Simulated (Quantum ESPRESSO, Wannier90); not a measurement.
**Wannierisation of Bi$_{2}$Se$_{3}$ (R-3m)**

```xyz
5
Lattice="-2.0957 3.6298 0.0000 -4.1914 0.0000 0.0000 -2.0957 1.2099 9.9762" Properties=species:S:1:pos:R:3 pbc="T T T"
Bi     2.0957    -1.2099     1.9486
Bi    -2.0957     1.2099    -1.9486
Se     0.0000     0.0000     0.0000
Se     2.0957    -1.2099    -3.5201
Se    -2.0957     1.2099     3.5201
```

Cell from Materials Project (mp-541837), symmetrised, no further relaxation. COD (Crystallography Open Database) has the formula in 2 space groups, this one among them (matched by group alone). Computed values, not measurements, from PBEsol: Quantum ESPRESSO (norm-conserving PseudoDojo potentials, cutoff 69 Ry, no spin polarisation, no spin-orbit coupling) on a Γ-centred 6×6×6 mesh, then Wannier90. Density: 8×8×8 mesh, Gaussian smearing 0.01 Ry. Spin-orbit coupling is left out although heavy elements are present.

The lattice is scaled uniformly with fixed fractional positions (axis ratios and free coordinates are held, so this isn't the response to pressure), and at each scale an atom-like model (Bi sp, Se sp; disentangled, num_iter = 0) is made. Listed is the largest hopping of each kind of orbital pair shown, with the distance of the two functions' centres at scale 1; the mesh was not varied.

| scale | gap (eV) | modulus of t, Bi2 py–Se4 py at 2.97 Å (eV) | modulus of t, Bi2 s–Se4 py at 2.93 Å (eV) | modulus of t, Bi2 s–Se4 s at 2.88 Å (eV) |
|---|---|---|---|---|
| 0.970 | 0.307 | 1.503 | 1.314 | 0.744 |
| 0.985 | 0.332 | 1.435 | 1.236 | 0.686 |
| 1.000 | 0.352 | 1.370 | 1.162 | 0.632 |
| 1.015 | 0.369 | 1.306 | 1.092 | 0.582 |
| 1.030 | 0.383 | 1.247 | 1.025 | 0.536 |

**Question.** With |t| ∝ d^(−η), find η for each hopping from the ends of the series, and the volume deformation potential of the gap at scale 1.

**Answer.** 
- Bi2 py–Se4 py at 2.97 Å: η = −ln(1.247/1.503)/ln(1.030/0.970) = 3.1
- Bi2 s–Se4 py at 2.93 Å: η = −ln(1.025/1.314)/ln(1.030/0.970) = 4.1
- Bi2 s–Se4 s at 2.88 Å: η = −ln(0.536/0.744)/ln(1.030/0.970) = 5.5
Harrison's rules would take η = 2.0, 2.0, 2.0 for these pairs; they describe atomic orbitals, while these are orthogonalised and change shape with the volume.
Volume deformation potential of the gap: dE_g/d ln V = (0.369 − 0.332)/(3 ln(1.015/0.985)) = 0.4 eV.
